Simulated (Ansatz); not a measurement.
## One slab under several functionals: fcc Pd (111), 5 layers

All-electron LAPW in Ansatz 0.2.0, scalar-relativistic, no spin–orbit coupling; no spin polarisation. Each functional has its own bulk lattice constant and relaxed 1×1 slab, with 16 to 20 Å of vacuum and a dipole correction.

| functional | area (Å²) | γ (J/m²) | Φ (eV) | Δd12 (%) |
| --- | --- | --- | --- | --- |
| LDA | 6.39 | ? | 5.63 | 0.1 |
| PBEsol | 6.51 | 1.70 | 5.35 | 0.0 |
| PBE | 6.74 | 1.35 | ? | 0.1 |

Q: Fill in "γ (J/m²)" for the row "LDA".

A: 1.91.

Q: Fill in "Φ (eV)" for the row "PBE".

A: 5.22.
